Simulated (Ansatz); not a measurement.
A generator proposed this cell of BiTe3.

Space group P4/mmm (No. 123). a = 4.805 Å, b = 4.805 Å, c = 4.830 Å, α = 90.00°, β = 90.00°, γ = 90.00°
| atom | site | symmetry | x | y | z |
| --- | --- | --- | --- | --- | --- |
| Bi | 1a | 4/mmm | 0.0000 | 0.0000 | 0.0000 |
| Te | 2e | mmm. | 0.0000 | 0.5000 | 0.5000 |
| Te | 1c | 4/mmm | 0.5000 | 0.5000 | 0.0000 |

The calculation used DFT PBE, scalar-relativistic, plane waves, PAW (Ansatz 0.2.0). Plane waves to 420 eV, a k mesh through Γ of 4×4×4 on the computed 4-atom cell and Gaussian smearing (0.10 eV); no spin polarisation.

Formation energies are uncorrected and refer to the elements' standard structures at the same level.

Question: Estimate its pressure, forces and energy as it stands.

Answer: The pressure is 3.3 GPa (the mean over three directions, positive in compression), the largest force is 0.00 eV/Å (symmetry fixes the atoms), and the energy is +0.36 eV/atom against the elements. The shortest distance is 3.40 Å.

Question: Is it a good guess?

Answer: A fair one: relaxing gains about 0.17 eV/atom (the start's value is from the coarse mesh, so the gain is rough) in 31 ionic steps and ends at +0.18 eV/atom on the finer mesh. The symmetry stays P4/mmm (No. 123). The volume per atom grows by 31.8 %, from 27.9 to 36.7 Å³. The shortest distance goes from 3.40 Å (Bi–Te and Te–Te) to 3.06 Å (Bi–Te and Te–Te). The ratio c/a of the conventional cell changes by a factor of 1.80. Conventional cell: a = 4.329 Å, c = 7.842 Å. Bi is surrounded by 4 Te at 3.06 Å; around Te on a site of symmetry mmm lie 4 Te at 3.06 Å; Te on a site of symmetry 4/mmm has 4 Bi at 3.06 Å.

The last run used a 12×12×6 mesh (in the run's order of axes) for its 4-atom cell and Gaussian smearing of 0.10 eV. Weakly bound directions are ill-defined at this level, which has no dispersion term. These runs have no spin–orbit coupling, which can matter for Bi and Te. An odd number of electrons in the primitive cell allows no gap without spin; a larger cell or a magnetic state could open one. The cell is a metal run without spin; a magnetic state may lie lower. The reference form of Te is held partly by dispersion forces, which this level lacks. The relaxation can't lower the symmetry of the start, and the grade says only how near the guess is to its own end. A structure relaxed within its symmetry needn't be a true minimum. Another cell of BiTe3 relaxed alike, in P6_3/mmc, lies 98 meV/atom lower, so this cell isn't the stable form at this level.
